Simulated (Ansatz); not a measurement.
**What DFT gives for MnSb$_{2}$P$_{6}$**

```
Mn Sb P
1.0
     6.06927    0.00000    0.00000
    -3.03463    5.25615    0.00000
     0.00000    0.00000    5.43544
Mn Sb P
1 2 6
Direct
  0.00000 0.00000 0.00000
  0.33333 0.66667 0.50000
  0.66667 0.33333 0.50000
  0.35650 0.00000 0.26770
  0.00000 0.35650 0.26770
  0.64350 0.64350 0.26770
  0.00000 0.64350 0.73230
  0.64350 0.00000 0.73230
  0.35650 0.35650 0.73230
```

Level: PBE, no spin polarisation; 420 eV; 7×7×6 Γ-centred mesh; fermi-dirac occupations (width 0.1 eV); Ansatz 0.2.0, fixed geometry.

Question: What does the stress say?

Answer: The pressure is 22.2 GPa (compression positive), so with the atoms held at these fractions the cell would first expand; the forces are large, so a full relaxation may end otherwise. The principal stresses 17.2, 24.7, 24.7 GPa differ, so its shape would change too.

Question: Give the Bader charges.

Answer: Bader charges in e: Mn +0.76, Sb +1.19, P -0.52. In the mean Sb gives up most and P takes most.

Question: Is it stable against the elements?

Answer: 1.35 eV an atom against the elements' usual phases (free molecules for gases, crystals otherwise, with no correction for O₂ or N₂), so at this geometry it isn't bound against them. Relaxing would lower it.

Question: Metal or insulator?

Answer: It is a metal, with about 9.3 states/eV a cell as the mean within 0.25 eV of the Fermi level, mostly P p (52 %) and Mn d (42 %).

Origin: a known structure type with other elements, at an estimated volume, so it need not be a known compound. Caveats: no spin polarisation, so a magnetic state may lie lower; atoms or cell far from equilibrium.
